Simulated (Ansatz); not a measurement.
# Deforming AgB2

```yaml
crystal:
  lattice:
    - [3.00000, 0.00000, 0.00000]
    - [-1.50000, 2.59808, 0.00000]
    - [0.00000, 0.00000, 3.24000]
  atoms:
    - { symbol: Ag, position: [0.00000, 0.00000, 0.00000] }
    - { symbol: B, position: [0.33333, 0.66667, 0.50000] }
    - { symbol: B, position: [0.66667, 0.33333, 0.50000] }
```

Atoms are numbered in the order listed.

The conventional cell has a = 3.000 Å, b = 3.000 Å, c = 3.240 Å, α = 90.00°, β = 90.00°, γ = 120.00°. Ag (atom 1) is surrounded by 12 B at 2.37 Å. Around B (atom 2) lie 3 B at 1.73 Å.

The cell comes from COD entry 1509214, which wasn't checked; take it as a given geometry.

These are results of DFT, PBEsol, all-electron LAPW, scalar-relativistic in Ansatz 0.2.0, not measurements.

Sampling and basis: a Γ-centred 16×16×13 k mesh, Fermi–Dirac smearing of 0.05 eV, basis error target 1 meV/atom, no spin polarisation.

The unchanged cell is at 46.8 GPa.

In a metal, stresses and small energies carry noise from the k mesh.

x, y and z are the Cartesian axes of the cell as listed; fractional coordinates follow a strain, and an engineering shear is twice the off-diagonal strain component.

(1) One change gave: energy change under 1 meV/atom; stress change (xx, yy, zz, yz, xz, xy) 0.09, 0.04, 0.01, 0.03, 0.03, 1.35 GPa, compression positive; change of the force on B2 (0.067, 0.000, -0.002) eV/Å. Which change was it?
A. equal xy, yz and zx engineering shear strains of +2 %
B. equal xy, yz and zx engineering shear strains of +1 %
C. equal xy, yz and zx engineering shear strains of -2 %
D. equal xy, yz and zx engineering shear strains of -1 %

## Answers

(1) D. For equal xy, yz and zx engineering shear strains of -2 %: energy change +2 meV/atom; stress change (xx, yy, zz, yz, xz, xy) 0.39, 0.17, -0.07, 0.01, 0.00, 2.63 GPa, compression positive; change of the force on B2 (0.117, -0.001, -0.008) eV/Å. For equal xy, yz and zx engineering shear strains of +1 %: energy change under 1 meV/atom; stress change (xx, yy, zz, yz, xz, xy) 0.07, 0.06, 0.02, -0.06, -0.08, -1.36 GPa, compression positive; change of the force on B3 (0.082, 0.001, 0.002) eV/Å. For equal xy, yz and zx engineering shear strains of +2 %: energy change +2 meV/atom; stress change (xx, yy, zz, yz, xz, xy) 0.31, 0.27, -0.04, -0.13, -0.22, -2.75 GPa, compression positive; change of the force on B3 (0.174, 0.001, 0.005) eV/Å.
